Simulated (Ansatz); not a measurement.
## Fe (simple cubic): energy against volume

All numbers below come from DFT, r2SCAN, plane waves (500 eV) with PAW, scalar-relativistic in Ansatz. (PAW data from PBE, frozen cores regenerated.)

The cell is scaled uniformly from the relaxed one, with fractional coordinates and shape fixed. Energies are extrapolated to zero smearing, pressures are those at the given smearing. Magnetic state: ferromagnetic.

A Birch-Murnaghan fit gives V₀ = 14.09 Å³/atom, B₀ = 92 GPa, B₀′ = -2.1.

Problem. What are the energy above the minimum and the pressure at 12.353 Å³/atom?

Solution. 55.2 meV/atom and 12.04 GPa as computed.

Problem. What are the energy above the minimum and the pressure at 12.915 Å³/atom?

Solution. 26.7 meV/atom and 7.11 GPa as computed.

Problem. What are the energy above the minimum and the pressure at 13.476 Å³/atom?

Solution. 7.9 meV/atom and 3.66 GPa as computed.
